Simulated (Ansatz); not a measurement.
Relaxation of a relaxed Nb cell displaced along its unstable phonon at q = (½, ½, ½) of its primitive reciprocal cell (113i cm⁻¹), largest move 0.15 Å; 4 atoms in the cell, which starts as Pnma (No. 62), oP4; a = 5.183 Å, b = 5.183 Å, c = 2.830 Å, α = 90.00°, β = 90.00°, γ = 90.00°. Calculation: r2SCAN (plane waves to 500 eV, PAW, scalar-relativistic; Ansatz, a quantum-chemistry and plane-wave program). Γ-centred k-mesh 13×13×13 on the run's cell (coarser than for final values), Fermi–Dirac smearing 0.05 eV. This is the first round of the run. 

The optimiser's lines from the output (shortened; P is positive under compression):

```
relax step   1: F+E_penalty+E_count = -18252.34412447 eV  Δ(F+E_penalty+E_count) = +0.000e0 eV  max|allowed force component| = 5.429e-1 eV/Å  Δτ_max = 0.0000 Å  P = -0.812 GPa  Ω = 76.024 Å³  (6 SCF iters, dr2 threshold 1.00e-7 eV, accepted)
relax step   2: F+E_penalty+E_count = -18252.93930902 eV  Δ(F+E_penalty+E_count) = -5.952e-1 eV  max|allowed force component| = 8.156e-1 eV/Å  Δτ_max = 0.1951 Å  P = -0.343 GPa  Ω = 74.413 Å³  (7 SCF iters, dr2 threshold 4.00e-7 eV, accepted)
relax step   3: F+E_penalty+E_count = -18253.68281972 eV  Δ(F+E_penalty+E_count) = -7.435e-1 eV  max|allowed force component| = 9.640e-1 eV/Å  Δτ_max = 0.1977 Å  P = +0.862 GPa  Ω = 72.759 Å³  (8 SCF iters, dr2 threshold 4.00e-7 eV, accepted)
relax step   4: F+E_penalty+E_count = -18254.05756331 eV  Δ(F+E_penalty+E_count) = -3.747e-1 eV  max|allowed force component| = 2.897e-1 eV/Å  Δτ_max = 0.1949 Å  P = +1.887 GPa  Ω = 72.304 Å³  (6 SCF iters, dr2 threshold 4.00e-7 eV, accepted)
relax step   5: F+E_penalty+E_count = -18254.03677672 eV  Δ(F+E_penalty+E_count) = +2.079e-2 eV  max|allowed force component| = 2.057e-1 eV/Å  Δτ_max = 0.2000 Å  P = +1.173 GPa  Ω = 72.845 Å³  (7 SCF iters, dr2 threshold 4.00e-7 eV, rejected (line search))
relax step   6: F+E_penalty+E_count = -18254.10167820 eV  Δ(F+E_penalty+E_count) = -4.411e-2 eV  max|allowed force component| = 2.930e-2 eV/Å  Δτ_max = 0.0916 Å  P = -0.101 GPa  Ω = 73.106 Å³  (10 SCF iters, accepted)
relax step   7: F+E_penalty+E_count = -18254.10640972 eV  Δ(F+E_penalty+E_count) = -4.732e-3 eV  max|allowed force component| = 1.938e-2 eV/Å  Δτ_max = 0.0312 Å  P = -0.468 GPa  Ω = 73.215 Å³  (6 SCF iters, dr2 threshold 4.00e-7 eV, accepted)
relax step   8: F+E_penalty+E_count = -18254.10708773 eV  Δ(F+E_penalty+E_count) = -6.780e-4 eV  max|allowed force component| = 1.100e-2 eV/Å  Δτ_max = 0.0092 Å  P = +0.482 GPa  Ω = 72.824 Å³  (5 SCF iters, dr2 threshold 4.00e-7 eV, accepted)
relax step   9: F+E_penalty+E_count = -18254.10757462 eV  Δ(F+E_penalty+E_count) = -4.869e-4 eV  max|allowed force component| = 1.957e-3 eV/Å  Δτ_max = 0.0030 Å  P = -0.017 GPa  Ω = 73.030 Å³  (4 SCF iters, dr2 threshold 4.00e-7 eV, accepted)
relax step  10: F+E_penalty+E_count = -18254.10763887 eV  Δ(F+E_penalty+E_count) = -6.425e-5 eV  max|allowed force component| = 2.538e-3 eV/Å  Δτ_max = 0.0007 Å  P = -0.019 GPa  Ω = 73.029 Å³  (4 SCF iters, dr2 threshold 4.25e-8 eV, accepted)
relax step  11: F+E_penalty+E_count = -18254.10764958 eV  Δ(F+E_penalty+E_count) = -1.071e-5 eV  max|allowed force component| = 2.130e-4 eV/Å  Δτ_max = 0.0007 Å  P = -0.001 GPa  Ω = 73.021 Å³  (5 SCF iters, dr2 threshold 3.25e-9 eV, accepted)
relax step  12: F+E_penalty+E_count = -18254.10608692 eV  Δ(F+E_penalty+E_count) = +1.563e-3 eV  max|allowed force component| = 2.335e-4 eV/Å  Δτ_max = 0.0000 Å  P = -0.007 GPa  Ω = 73.021 Å³  stress off target by 1.68e-2 GPa  SCF on the basis re-selected at this cell (its energy is not comparable with the rows above)  (6 SCF iters)
```

From the first to the last row the energy changes by -0.44 eV/atom and the volume by -3.9 %. The last row is marked as not comparable with the walk above it, whose basis was carried along; it does compare with step 1, since both stand on a basis selected at the nominal cutoff for their own cell.

Step 5 was rejected by the optimiser.

Later rounds, restarted from the end of this one on a renewed k-mesh, logged 7 more steps and released under 0.01 eV/atom more. The final structure after all rounds: Pnma (No. 62), oP4; a = 5.404 Å, b = 4.847 Å, c = 2.787 Å, α = β = γ = 90.00°. Between re-selections the logged energies stand on a plane-wave basis carried along with the cell. No spin polarisation in the result.

The run could not lose the symmetry of its start, so the end can be a saddle point.

The relaxed structure here is a generated cell of Nb: the first start was made by placing the elements on the sites of a structure type, and the end was not matched to a known phase here, so it may be hypothetical. Known forms of Nb include space group No. 229.
